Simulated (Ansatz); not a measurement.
Relaxation of a relaxed Ni cell, doubled along one cell vector, shaken by Gaussian noise of σ = 0.08 Å a coordinate; 2 atoms in the cell, which starts as P-1 (No. 2), aP2; a = b = 2.4879 Å, c = 4.3091 Å, α = β = 73.22°, γ = 60.00°. Computed with PBE (plane waves to 420 eV, PAW, scalar-relativistic; Ansatz, an electronic-structure program). Γ-centred k-mesh 16×8×16 on the run's cell (coarser than for final values), Fermi–Dirac smearing 0.05 eV. This is the first round of the run. Spin-polarised start, with parallel moments on Ni.

The optimiser's lines from the output (shortened; P is positive under compression):

```
relax step   1: F+E_penalty+E_count = -11679.41537672 eV  Δ(F+E_penalty+E_count) = +0.000e0 eV  max|allowed force component| = 5.831e-1 eV/Å  Δτ_max = 0.0000 Å  P = +0.857 GPa  Ω = 21.777 Å³  (14 SCF iters, dr2 threshold 1.00e-7 eV, accepted)
relax step   2: F+E_penalty+E_count = -11679.43627129 eV  Δ(F+E_penalty+E_count) = -2.089e-2 eV  max|allowed force component| = 3.963e-1 eV/Å  Δτ_max = 0.0195 Å  P = +0.551 GPa  Ω = 21.752 Å³  (8 SCF iters, dr2 threshold 2.00e-7 eV, accepted)
relax step   3: F+E_penalty+E_count = -11679.45462361 eV  Δ(F+E_penalty+E_count) = -1.835e-2 eV  max|allowed force component| = 2.097e-2 eV/Å  Δτ_max = 0.0477 Å  P = +0.701 GPa  Ω = 21.688 Å³  (7 SCF iters, dr2 threshold 2.00e-7 eV, accepted)
relax step   4: F+E_penalty+E_count = -11679.45523106 eV  Δ(F+E_penalty+E_count) = -6.074e-4 eV  max|allowed force component| = 5.367e-4 eV/Å  Δτ_max = 0.0026 Å  P = -0.188 GPa  Ω = 21.784 Å³  (7 SCF iters, dr2 threshold 2.00e-7 eV, accepted)
relax step   5: F+E_penalty+E_count = -11679.45525870 eV  Δ(F+E_penalty+E_count) = -2.764e-5 eV  max|allowed force component| = 1.386e-4 eV/Å  Δτ_max = 0.0001 Å  P = -0.002 GPa  Ω = 21.763 Å³  (6 SCF iters, dr2 threshold 1.93e-7 eV, accepted)
relax step   6: F+E_penalty+E_count = -11679.45525885 eV  Δ(F+E_penalty+E_count) = -1.540e-7 eV  max|allowed force component| = 1.404e-4 eV/Å  Δτ_max = 0.0000 Å  P = +0.001 GPa  Ω = 21.763 Å³  (8 SCF iters, accepted)
relax step   7: F+E_penalty+E_count = -11679.45525795 eV  Δ(F+E_penalty+E_count) = +8.964e-7 eV  max|allowed force component| = 1.405e-4 eV/Å  Δτ_max = 0.0000 Å  P = -0.001 GPa  Ω = 21.763 Å³  stress off target by 1.74e-3 GPa  SCF on the basis re-selected at this cell (its energy is not comparable with the rows above)  (6 SCF iters)
```

From the first to the last row the energy changes by -0.02 eV/atom and the volume by -0.1 %. The last row is marked as not comparable with the walk above it, whose basis was carried along; it does compare with step 1, since both stand on a basis selected at the nominal cutoff for their own cell.

Later rounds, restarted from the end of this one on a renewed k-mesh, logged 4 more steps and released under 0.01 eV/atom more. The final structure after all rounds: Fm-3m (No. 225), cF4, fcc (Cu type); a = 3.5184 Å, b = 3.5184 Å, c = 3.5184 Å, α = 90.00°, β = 90.00°, γ = 90.00°. Spin state reached: ferromagnetic (net 0.63 μB/atom), from parallel starting moments; other spin orders were not run from this start.

The run could not lose the symmetry of its start.
